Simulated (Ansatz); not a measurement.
A plane-wave run on Mo

The input, for Ansatz 0.2.0 (plane waves, PAW):

```yaml
crystal:
  lattice:
    - [-1.703346, 1.703346, 1.40245]
    - [1.703346, -1.703346, 1.40245]
    - [1.703346, 1.703346, -1.40245]
  atoms:
    - { symbol: Mo, position: [0.0, 0.0, 0.0] }
  symmetry: { tolerance: 0.0003 }
kpoints:
  mp_grid: { grid: [11, 11, 11], shift: [0, 0, 0] }
  band_path:
    path:
      - [0.0, 0.0, 0.0]
      - [0.0, 0.0, 0.5]
      - [-0.5, 0.5, 0.5]
      - [0.0, 0.0, 0.0]
      - [0.41947632, 0.41947632, -0.41947632]
      - [-0.41947632, 0.58052368, 0.41947632]
      - [-0.5, 0.5, 0.5]
      - [0.0, 0.0, 0.5]
      - [0.25, 0.25, 0.25]
      - [0.0, 0.5, 0.0]
      - [0.0, 0.0, 0.0]
    npoints: 6
magnetization:
  noncollinear: true
  spin_orbit: true
scf:
  occupations: { method: fermi_dirac }
  lower_state_search: "off"
  max_iter: 200
hamiltonian:
  pseudopotentials: { kind: paw_fr }
  xc: r2scan
basis:
  ecutwfc: 500
  fft_grid_basis: typed
output:
  forces: true
  stress: true
  eigenvalues: true
  bader: true
  populations: true
  elf: true
  write_potential: true
  volumetric_format: npy
  dos:
    e_range: [-12, 8]
    de: 0.05
    projected: { site_lists: { Mo: [Mo] } }
    method: { smearing: { sigma: 0.1, scheme: gaussian } }
checkpoint:
  read: saved_state
```

The run starts from an earlier solution of this cell. The state carries no moments; the state need not be the lowest.

Parts of the output:

```
Magnetization: |M| = 0.0000 μB,  M = (+0.0000, +0.0000, +0.0000) μB
Absolute magnetization: 0.0000 μB (∫|m|)
  site 0: m = (+0.0000, +0.0000, +0.0000) μB, |m| = 0.0000 μB  (R = 1.15 Å)
Free energy (F): -4961.5460 eV
Harris-Foulkes:  -4961.5460 eV  (|F-HF|=1.21e-7)
Internal energy: -4961.5187 eV  (E = F + TS)
E sigma→0 (E₀):  -4961.5324 eV
Entropy (-TS):   -0.0272 eV (-27.245 meV/atom)
Fermi energy:    19.9982 eV
--- Per-component energies (eV) ---
  E_band       = -79.8917
  E_kinetic    = 438.9202
  E_local      = -816.4443  (includes V_loc(G=0)·N_el)
  E_nonlocal   = 142.1267
  E_hartree    = 269.2165
  E_xc         = -177.9951
  E_vxc        = -255.5745  (∫ρ·V_xc dr)
  E_paw        = -3211.2075  (= ΣΔE_a)
  E_vpaw       = -144.3349  (= ΣTr[D̂ρ^β])
  E_aug_tail   = 0.0000  (compensation charges beyond the density's cutoff)
  E_vtau       = 16.9816  (kinetic-family band-sum trace: ∫τ·v_τ [+ j·A + Jᵃ·Aᵃ] dr)
  E_ewald      = -1605.9141
  E_core_change = -0.2213  (= ΣΔE_core)
  E_smearing   = -0.0272  (= −TS)
--- Stress (GPa, compression-positive) ---
      -15.4633       0.0000       0.0000
        0.0000     -15.4633       0.0000
        0.0000       0.0000      13.2813
  P = ⅓ Tr σ = -5.8818 GPa (-58.818 kbar)
--- Löwdin populations: 1 site ---
  site symbol       q [e]
     0     Mo     13.9168
  spilling = 0.0059 (of n_electrons = 14.0000)
--- Bader charges: 1 site ---
  site symbol  charge [e]  shift [e]  m_x [muB]  m_y [muB]  m_z [muB]
     0     Mo      0.0000     0.0000     0.0000     0.0000     0.0000
```

Origin: a known structure type with other elements, at an estimated volume, so it need not be a known compound.
